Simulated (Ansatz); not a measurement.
Cs: computed property card

Cs:
```cif
data_Cs4
_chemical_formula_sum 'Cs4'
_space_group_name_H-M_alt 'Fm-3m'
_space_group_IT_number 225
_space_group_name_Hall '-F 4 2 3'
_cell_length_a 7.29421
_cell_length_b 7.29421
_cell_length_c 7.29421
_cell_angle_alpha 90.000
_cell_angle_beta 90.000
_cell_angle_gamma 90.000
loop_
_atom_site_label
_atom_site_type_symbol
_atom_site_symmetry_multiplicity
_atom_site_Wyckoff_symbol
_atom_site_fract_x
_atom_site_fract_y
_atom_site_fract_z
_atom_site_occupancy
Cs1 Cs 4 a 0.00000 0.00000 0.00000 1
```
(The calculation used a cell of 1 atom; values per cell refer to that cell.)

Space group Fm-3m (No. 225), fcc (Cu type); conventional cell a = b = c = 7.2942 Å, α = β = γ = 90.00°.

Method: DFT-LDA in the program Ansatz with PAW potentials. Geometry: relaxed at this level of theory. Other levels are named where they apply.

**Cell and energy**

* **Volume per atom**: 97.02 Å³
* **Density**: 2.27 g/cm³

**Electronic structure**

- Electronic character: metallic (no gap)
- Density of states at the Fermi level: 1.3 states/eV per atom (mean over ±0.08 eV)

**Mechanics**

- Elastic constants (relaxed ions, GPa): C11 = 2.7, C12 = 2.2, C44 = 1.8
- Mechanical stability: stable (all eigenvalues of C positive)
- Hill bulk and shear moduli: 2.4 and 0.9 GPa
- Young's modulus: 2.3 GPa
- Poisson's ratio: 0.34
- Debye temperature from the elastic constants: 45.0 K

The first step of the workflow began from a Materials Project structure, measured or hypothetical; the Crystallography Open Database files this formula in space group No. 225, but the cells were not matched. It is not the phase usual at ambient conditions (space group No. 229). The cell was relaxed with LDA under the symmetry of its start; its stability against distortions is not shown here. As this level gives no gap, shear constants depend on the k-mesh and smearing (Fermi–Dirac, 0.1 eV here). Scalar-relativistic: spin–orbit coupling is off unless named, which matters more the heavier the elements.

Potentials: the later of the program's two PAW sets.
